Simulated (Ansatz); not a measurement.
Data:

ZrGeSb:
```
ZrGeSb
1.0
    3.82406     0.00000     0.00000
    0.00000     3.82406     0.00000
    0.00000     0.00000     8.69486
Zr Ge Sb
2 2 2
Direct
  0.50000   0.00000   0.24947
  0.00000   0.50000   0.75053
  0.50000   0.50000   0.00000
  0.00000   0.00000   0.00000
  0.50000   0.00000   0.61131
  0.00000   0.50000   0.38869
```

This is the r²SCAN-relaxed structure.

Problem. All from plane-wave PAW r²SCAN (Ansatz code), unless another level is named. Give the electronic character.

Solution. metallic (no gap).

Problem. And the density of states at the Fermi level?

Solution. 0.32 states/eV per atom (mean over ±0.08 eV).

Problem. Predict the formation energy from the elements (no fitted shifts).

Solution. -0.65 eV/atom.

Space group P4/nmm. The first step of the workflow began from a Materials Project structure, measured or hypothetical; the Crystallography Open Database copy checked does not list it. Its standing as an ambient phase is unchecked. Symmetry was held in the r²SCAN relaxation; whether a distortion lowers the energy is not shown. No spin polarisation was allowed. The references are the lowest solids computed at this level, not always the standard phases. Spin–orbit coupling is left out wherever it is not named.

Potentials: the later of the program's two PAW sets.
